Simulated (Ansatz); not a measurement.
## Guessed and relaxed cells of LiBiCl6

A trial structure of LiBiCl6 was built thus: ordered mixture on the cation sites of rhenium trioxide (Fm-3m, No. 225) (occupants of the shared sites, in ratio, Li: 1, Bi: 1). The dimensions are guesses.

POSCAR.start

```
Li Bi Cl
1.0
     0.00000    5.25300    5.25300
     5.25300    0.00000    5.25300
     5.25300    5.25300    0.00000
Li Bi Cl
1 1 6
Direct
  0.00000 0.00000 0.00000
  0.50000 0.50000 0.50000
  0.75000 0.25000 0.25000
  0.25000 0.75000 0.75000
  0.25000 0.75000 0.25000
  0.75000 0.25000 0.75000
  0.25000 0.25000 0.75000
  0.75000 0.75000 0.25000
```

Method: DFT PBE, scalar-relativistic, plane waves, PAW (Ansatz). Cutoff 420 eV, Gaussian smearing, Γ-centred meshes. Cell and atoms relax on a converged mesh. In metals the finer mesh still leaves noise of several meV/atom or more. The steps can't lower the symmetry of their start. No spin polarisation.

POSCAR.end

```
Li Bi Cl
1.0
     0.00000    5.15885    5.15885
     5.15885    0.00000    5.15885
     5.15885    5.15885    0.00000
Li Bi Cl
1 1 6
Direct
  0.00000 0.00000 0.00000
  0.50000 0.50000 0.50000
  0.74604 0.25396 0.25396
  0.25396 0.74604 0.74604
  0.25396 0.74604 0.25396
  0.74604 0.25396 0.74604
  0.25396 0.25396 0.74604
  0.74604 0.74604 0.25396
```

The symmetry stays Fm-3m (No. 225). The volume per atom shrinks by 5.3 %, from 36.2 to 34.3 Å³. The shortest distance goes from 2.63 Å (Bi–Cl and Li–Cl) to 2.54 Å (Bi–Cl).

```json
{
 "Volume per atom": "34.32 Å³",
 "Density": "2.59 g/cm³",
 "Energy over the elements": "−0.76 eV/atom",
 "Gap on the 6×6×6 mesh of the 8-atom cell": "0 eV (a metal)"
}
```

Formation energies are uncorrected and refer to the elements' standard structures at the same level (Cl₂ as a molecule). A negative formation energy is needed for stability but isn't enough: competing phases decide.

The last run used Gaussian smearing of 0.10 eV. These runs have no spin–orbit coupling, which can matter for Bi. A structure relaxed within its symmetry needn't be a true minimum. In all, the 2 runs took 59 s on 1 thread of Arm Neoverse V2 (shared host).
